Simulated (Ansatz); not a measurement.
Al₂Os:
```
Al2Os
1.0
   -1.57846     1.57846     4.15448
    1.57846    -1.57846     4.15448
    1.57846     1.57846    -4.15448
Al Os
2 1
Direct
  0.33870   0.33870   0.00000
  0.66130   0.66130   0.00000
  0.00000   0.00000   0.00000
```

Relaxed with r²SCAN.

**Question.** Give the Bader charges and basin volumes of the independent atoms, r²SCAN (plane waves, PAW; program Ansatz).

**Answer.** 

```json
[
 {"atom": "Al1", "Bader charge (e)": "+1.97", "Bader volume (Å³)": "5.5"},
 {"atom": "Os3", "Bader charge (e)": "-3.94", "Bader volume (Å³)": "30.3"}
]
```

Space group I4/mmm (MoSi2 or CaC2 type). The workflow started from a Materials Project entry (that database holds measured and hypothetical structures alike); the Crystallography Open Database copy checked does not list it. Whether it is the stable phase at ambient conditions was not checked. The cell was relaxed with r²SCAN under the symmetry of its start; whether a distortion lowers the energy is not shown. The run is not spin-polarised. Spin–orbit coupling is left out wherever it is not named.

Potentials: the later of the program's two PAW sets.
